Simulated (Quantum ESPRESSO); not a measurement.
TiO2 is taken in the tetragonal space group I4₁/amd, origin choice 1 (No. 141), the anatase structure, Pearson symbol tI12. Conventional cell: a = 3.783 Å, b = 3.783 Å, c = 9.615 Å, α = 90.00°, β = 90.00°, γ = 90.00°. O on 8e sees 3 Ti at 1.936–1.992 Å. Ti on 4a sees 6 O at 1.936–1.992 Å. (Neighbours: up to the widest gap in distance over summed covalent radii, below 1.35, at either atom; cation-cation contacts left out.)
(The calculation used a cell of 6 atoms; values per cell refer to that cell.)

The geometry is that of Materials Project entry mp-390, symmetrised and not relaxed again.

Question: What does norm-conserving PBEsol (Quantum ESPRESSO, 84 Ry, without SOC) give for the electronic structure near the Fermi level?

Answer: The PBEsol gap is indirect, 2.12 eV, from 83 % of the way from Γ to X to Γ; the smallest direct gap is 2.45 eV.
